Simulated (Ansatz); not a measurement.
# Property card for MgCd3Se4

Computed with DFT PBE, scalar-relativistic, plane waves, PAW in Ansatz.

Settings: cutoff 420 eV, Γ-centred mesh 10×10×10 on the computed 8-atom cell, Gaussian smearing of 0.10 eV; no spin polarisation.

The structure is relaxed at this level of theory with its symmetry kept, and needn't be the ground state of this composition.

```
Mg Cd Se
1.0
    -2.84206    2.84206    5.70284
     2.84206   -2.84206    5.70284
     2.84206    2.84206   -5.70284
Mg Cd Se
1 3 4
Direct
  0.00000 0.00000 0.00000
  0.75000 0.25000 0.50000
  0.25000 0.75000 0.50000
  0.50000 0.50000 0.00000
  0.50000 0.00000 0.50000
  0.00000 0.50000 0.50000
  0.24337 0.24337 0.00000
  0.75663 0.75663 0.00000
```

Question: Formation energy from the elements' standard states (uncorrected)?

Answer: -0.662 eV/atom.

Question: Kohn–Sham band gap?

Answer: none (metal).

Question: Density of states at the Fermi level?

Answer: 0.1 states/eV per cell.

Question: Orbital (Löwdin) character within 0.5 eV of the Fermi level?

Answer: Se 4p 88 %.

Question: Bader charge by site (e)?

Answer: Mg (1 in the cell) 1.62, Cd (2 in the cell) 0.79, Cd (1 in the cell) 0.81, Se (2 in the cell) -1.06, Se (2 in the cell) -0.95.

Another cell of MgCd3Se4 relaxed alike, in P-4m2, lies 124 meV/atom lower, so this cell isn't the stable form at this level.

The cell was found from a structure generator's guess, not taken from experiment. Löwdin shares on free-atom orbitals overweight diffuse shells.
